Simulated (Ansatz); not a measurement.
**Guessed and relaxed cells of BAs₂**

A trial structure of BAs₂ was built thus: random cell by space group and Wyckoff sites (I4/mmm, No. 139). Its size is a rough estimate.

start.cif

```cif
data_structure
_symmetry_space_group_name_H-M 'I4/mmm'
_symmetry_Int_Tables_number 139
_cell_length_a 6.1082
_cell_length_b 6.1082
_cell_length_c 5.6944
_cell_angle_alpha 90.000
_cell_angle_beta 90.000
_cell_angle_gamma 90.000
_cell_volume 212.46
loop_
_atom_site_label
_atom_site_type_symbol
_atom_site_symmetry_multiplicity
_atom_site_Wyckoff_symbol
_atom_site_fract_x
_atom_site_fract_y
_atom_site_fract_z
_atom_site_occupancy
B1 B 4 e 0.00000 0.00000 0.77761 1
As1 As 8 i 0.74458 0.00000 0.00000 1
```

Method: Ansatz, DFT PBE, scalar-relativistic, plane waves, PAW. Cutoff 420 eV, Gaussian smearing, Γ-centred meshes. Cell and atoms relax first on a coarse mesh and then on a finer one. In between, the cell is made exact in the group found at 0.06 Å. In metals the finer mesh still leaves noise of several meV/atom or more. The steps can't lower the symmetry of their start. No spin polarisation.

end.cif

```cif
data_structure
_symmetry_space_group_name_H-M 'I4/mmm'
_symmetry_Int_Tables_number 139
_cell_length_a 7.4303
_cell_length_b 7.4303
_cell_length_c 4.2230
_cell_angle_alpha 90.000
_cell_angle_beta 90.000
_cell_angle_gamma 90.000
_cell_volume 233.15
loop_
_atom_site_label
_atom_site_type_symbol
_atom_site_symmetry_multiplicity
_atom_site_Wyckoff_symbol
_atom_site_fract_x
_atom_site_fract_y
_atom_site_fract_z
_atom_site_occupancy
B1 B 4 e 0.00000 0.00000 0.69397 1
As1 As 8 i 0.25501 0.50000 0.50000 1
```

The symmetry stays I4/mmm (No. 139). The volume per atom grows by 9.7 %, from 17.7 to 19.4 Å³. The shortest distance goes from 2.01 Å (B–As) to 1.64 Å (B–B). The ratio c/a of the conventional cell changes by a factor of 0.61. The energy falls by about 1.2 eV/atom (the start's value is from the coarse mesh).

```json
{"Volume per atom": "19.4 Å³", "Density": "4.6 g/cm³", "Formation energy": "+0.52 eV/atom", "Gap on the 10×10×10 mesh of the 6-atom cell": "0 eV (a metal)"}
```

Formation energies are uncorrected and refer to the elements' standard structures at the same level. A positive value: parting into the elements would lower its energy.

The last run used Gaussian smearing of 0.10 eV. Weakly bound directions are ill-defined at this level, which has no dispersion term. The reference form of As is held partly by dispersion forces, which this level lacks. Symmetry constrained the relaxation, so the result can be a saddle point. In all, the 4 runs took 6.8 min on 1 thread of Intel(R) Xeon(R) Processor @ 2.50GHz (Skylake/Cascade Lake) (shared host).
